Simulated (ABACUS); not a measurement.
**Worked estimates from a calculation on ZnS (P6_3mc, 16 atoms in the cell; from Materials Project mp-561118)**

```
CELL_PARAMETERS angstrom
      3.80839     0.00000     0.00000
     -1.90420     3.29816     0.00000
      0.00000     0.00000    24.89096
ATOMIC_POSITIONS crystal
  Zn 0.33333 0.66667 0.74991
  Zn 0.66667 0.33333 0.24991
  Zn 0.33333 0.66667 0.12479
  Zn 0.66667 0.33333 0.62479
  Zn 0.00000 0.00000 0.00004
  Zn 0.00000 0.00000 0.50004
  Zn 0.66667 0.33333 0.87532
  Zn 0.33333 0.66667 0.37532
  S  0.00000 0.00000 0.59371
  S  0.00000 0.00000 0.09371
  S  0.66667 0.33333 0.96899
  S  0.33333 0.66667 0.46899
  S  0.33333 0.66667 0.21850
  S  0.66667 0.33333 0.71850
  S  0.66667 0.33333 0.34393
  S  0.33333 0.66667 0.84393
```

Computed with LDA (PW92), numerical atomic orbitals TZDP (confined pseudo-atomic orbitals with Gaussian additions; energy shift 0.01 Ry), PseudoDojo 0.4 standard norm-conserving LDA (tails mended) pseudopotentials run with ABACUS.

Main settings: basis = TZDP numerical atomic orbitals, energy shift 0.01 Ry; KPT = MP 5 5 1 0 0 0; basis_type = lcao; dft_functional = PWLDA; ecutwfc = 100 Ry; smearing_method = fixed; potentials = PseudoDojo 0.4 standard norm-conserving LDA (tails mended); symmetry = 1.

The atom-centred basis is finite, which shifts total energies and pressures against plane waves. The structure comes from a collection of computed structures, made at another level of theory; the collection holds predicted forms beside known ones.

A band-structure run on this density gave a gap of 2.12 eV along the path. From the bottom of the conduction band at Γ toward M, the level moves away from the edge by 0.1835 eV at Δk = 0.0953 Å⁻¹ and by 0.5822 eV at Δk = 0.1905 Å⁻¹. From the top of the valence band at Γ toward M, the level moves away from the edge by 0.0220 eV at Δk = 0.0953 Å⁻¹ and by 0.0870 eV at Δk = 0.1905 Å⁻¹.

Question: Estimate the effective masses, and the wavelength of a photon at the gap.

Answer: For a parabola ΔE = ħ²Δk²/(2m*), with ħ²/(2mₑ) = 3.810 eV Å², so m*/mₑ = 3.810 Δk²/ΔE. At the bottom of the conduction band: 3.810 × 0.0953²/0.1835 = 0.19 from the nearer point and 0.24 from the farther. At the top of the valence band: 3.810 × 0.0953²/0.0220 = 1.57 from the nearer point and 1.59 from the farther. Where the two differ the band is not parabolic over this range, and the mass at the edge lies beyond the nearer value. These are masses along one direction, for the outermost band, at this level of theory and without spin-orbit coupling. The gap corresponds to λ = 1239.8 nm eV/2.12 eV = 585 nm; semi-local functionals usually give gaps below the measured ones.

The atomic orbitals were generated for these runs; they are not ABACUS's published sets and were checked against plane waves on a few crystals only.

“Tails mended”: in these copies of the files the far tail of each local potential was reset to the Coulomb form.
